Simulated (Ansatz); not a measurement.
## Calculated with Ansatz: SrTiO3, relaxation

The input file (Ansatz 0.2.0, plane waves):

```yaml
crystal:
  lattice:
    - [7.7507882, 0.0, 0.0]
    - [0.0, 3.8753941, 0.0]
    - [0.0, 0.0, 3.8753941]
  atoms:
    - { symbol: Sr, position: [0.25, 0.5, 0.5] }
    - { symbol: Sr, position: [0.75, 0.5, 0.5] }
    - { symbol: Ti, position: [0.0, 0.0, 0.0] }
    - { symbol: Ti, position: [0.5, 0.0, 0.0] }
    - { symbol: O, position: [0.25, 0.0, 0.0] }
    - { symbol: O, position: [0.75, 0.0, 0.0] }
    - { symbol: O, position: [0.0, 0.5, 0.0] }
    - { symbol: O, position: [0.5, 0.5, 0.0] }
    - { symbol: O, position: [0.0, 0.0, 0.5] }
    - { symbol: O, position: [0.5, 0.0, 0.5] }
  symmetry: { tolerance: 0.0003 }
kpoints:
  mp_grid: { grid: [4, 6, 6], shift: [0, 0, 0] }
magnetization:
  spin_polarized: false
scf:
  occupations: { method: fermi_dirac }
  lower_state_search: "off"
hamiltonian:
  pseudopotentials: { kind: paw }
  xc: r2scan
basis:
  ecutwfc: 500
  fft_grid_basis: typed
relax:
  max_steps: 80
  cell: { p_target: 0.0 }
output:
  forces: true
  stress: true
  eigenvalues: true
  bader: true
  populations: true
  elf: true
  write_potential: true
  volumetric_format: npy
  dos:
    e_range: [-12, 8]
    de: 0.05
    projected: { site_lists: { O: [O], Sr: [Sr], Ti: [Ti] } }
  write_density: true
checkpoint:
  read: saved_state
```

The command:

```bash
ansatz run input.yaml --threads 2 --pin off --max-ram 2560MiB --backend cpu --events-out ev --progress --plain --runs-dir out
```

Origin of the cell: a database entry, scaled a little.

The smearing width isn't typed, so it takes its default of 0.1 eV.

The saved state is a converged single point of the same cell.

Steps («new basis» is an SCF on plane waves selected anew at the same cell):

```csv
step,ΔF (meV/atom),max force component (eV/Å),P (GPa),volume (Å³),SCF iterations,step was
1,0.0,0.000,4.86,116.41,6,accepted
2,-4.1,0.000,0.33,119.07,6,accepted
3,-4.1,0.000,0.01,119.27,4,accepted
4,-4.3,0.000,0.01,119.27,6,new basis
```

Step 1, with forces in eV/Å:

```xyz
10
Lattice="7.751 0.000 0.000 0.000 3.875 0.000 0.000 0.000 3.875" Properties=species:S:1:pos:R:3:forces:R:3 pbc="T T T" step=1
Sr    1.938    1.938    1.938    0.000    0.000    0.000
Sr    5.813    1.938    1.938    0.000    0.000    0.000
Ti    0.000    0.000    0.000    0.000    0.000    0.000
Ti    3.875    0.000    0.000    0.000    0.000    0.000
O     1.938    0.000    0.000    0.000    0.000    0.000
O     5.813    0.000    0.000    0.000    0.000    0.000
O     0.000    1.938    0.000    0.000    0.000    0.000
O     3.875    1.938    0.000    0.000    0.000    0.000
O     0.000    0.000    1.938    0.000    0.000    0.000
O     3.875    0.000    1.938    0.000    0.000    0.000
```

Step 2, with forces in eV/Å:

```xyz
10
Lattice="7.809 0.000 0.000 0.000 3.905 0.000 0.000 0.000 3.905" Properties=species:S:1:pos:R:3:forces:R:3 pbc="T T T" step=2
Sr    1.952    1.952    1.952    0.000    0.000    0.000
Sr    5.857    1.952    1.952    0.000    0.000    0.000
Ti    0.000    0.000    0.000    0.000    0.000    0.000
Ti    3.905    0.000    0.000    0.000    0.000    0.000
O     1.952    0.000    0.000    0.000    0.000    0.000
O     5.857    0.000    0.000    0.000    0.000    0.000
O     0.000    1.952    0.000    0.000    0.000    0.000
O     3.905    1.952    0.000    0.000    0.000    0.000
O     0.000    0.000    1.952    0.000    0.000    0.000
O     3.905    0.000    1.952    0.000    0.000    0.000
```

Step 4, with forces in eV/Å:

```xyz
10
Lattice="7.814 0.000 0.000 0.000 3.907 0.000 0.000 0.000 3.907" Properties=species:S:1:pos:R:3:forces:R:3 pbc="T T T" step=4
Sr    1.953    1.953    1.953    0.000    0.000    0.000
Sr    5.860    1.953    1.953    0.000    0.000    0.000
Ti    0.000    0.000    0.000    0.000    0.000    0.000
Ti    3.907    0.000    0.000    0.000    0.000    0.000
O     1.953    0.000    0.000    0.000    0.000    0.000
O     5.860    0.000    0.000    0.000    0.000    0.000
O     0.000    1.953    0.000    0.000    0.000    0.000
O     3.907    1.953    0.000    0.000    0.000    0.000
O     0.000    0.000    1.953    0.000    0.000    0.000
O     3.907    0.000    1.953    0.000    0.000    0.000
```

```yaml
Free_energy_lowered_by: 4.3 meV/atom
Volume_change: 2.46 %
Final_pressure: 0.01 GPa
Relaxation_steps_listed: 4
Formation_energy_elements_under_the_same_functional_gases_as_molecules_uncorrected: -3.458 eV/atom
```

Caveats: the relaxation held the start's symmetry, so the end may be a saddle point.

It ran for 2.7 min on 2 threads of Arm Neoverse N1 (shared host), peak memory 0.75 GiB, from a saved density.
